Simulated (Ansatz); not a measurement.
**An inverse problem**

Cell vectors (Å):

```
0.0000 2.0271 2.0271
2.0271 0.0000 2.0271
2.0271 2.0271 0.0000
```

| atom | a | b | c |
| --- | --- | --- | --- |
| X | 0.0000 | 0.0000 | 0.0000 |

These are results of PBEsol, all-electron LAPW in Ansatz 0.2.0, with spin-orbit coupling, not measurements. k mesh 16×16×16, fine mesh 18×18×18, Fermi-Dirac smearing of 0.100 eV, lines of 0.15 eV, Drude damping 0.1 eV.

Independent-particle optical response of a crystal from Kohn-Sham bands on the fine mesh with a Drude term, no local fields or excitons; Cartesian axes as in the cell vectors.

```
Fine mesh              : 18, 18, 18
Line width             : 0.15 eV
Drude damping          : 0.1 eV
Further gaussian width : 0.3 eV
```

```
photon energy (eV)  dielectric imag xx
               1.2                4.95
               2.4                1.05
               3.6                 4.8
               4.8                5.27
                 6                2.99
               7.2                2.06
               8.4                2.01
               9.6                1.85
              10.8                1.99
                12                1.92
              13.2                2.34
              14.4                2.12
              15.6                1.78
              16.8                1.63
                18                1.42
              19.2                1.42
              20.4                 2.4
              21.6                1.86
              22.8                1.48
                24                1.05
              25.2                0.74
              26.4                0.88
              27.6                0.99
              28.8                1.14
                30                1.25
```

All X atoms are one element. Which one was computed?

Ag; the crystal is Ag (Fm-3m).

Known limits: filled d bands lie too high at this level, so their transitions start too early; these sums move with the mesh, by several per cent and more for small sheets; spectra summed at the mesh points alone.
